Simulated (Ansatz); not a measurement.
TiAl (L1₀ or tetragonal B2, space group No. 123) at seven volumes, plane-wave PAW r²SCAN (Ansatz code), shape and atoms relaxed at each. One row is withheld.

```
V (Å³/atom)  P (GPa)
-----------  -------
14.609         13.70
15.090          8.45
15.572             ?
16.054          0.01
16.535         -3.37
17.017         -6.28
17.498         -8.80
```

Question: Fit the shown pressures and predict the withheld one.

Answer: P = (3/2)B₀(x^(7/2) − x^(5/2))[1 + (3/4)(B′ − 4)(x − 1)] with x = (V₀/V)^(2/3). Least squares on the six rows gives V₀ = 16.055 Å³/atom, B₀ = 121 GPa, B′ = 3.89. At V = 15.572, x = 1.0206 and P = 3.92 GPa. The run itself gave 3.92 GPa.

Space group P4/mmm (L1₀ or tetragonal B2). The cell was relaxed with r²SCAN under the symmetry of its start. The run is not spin-polarised.

Potentials: the later of the program's two PAW sets.
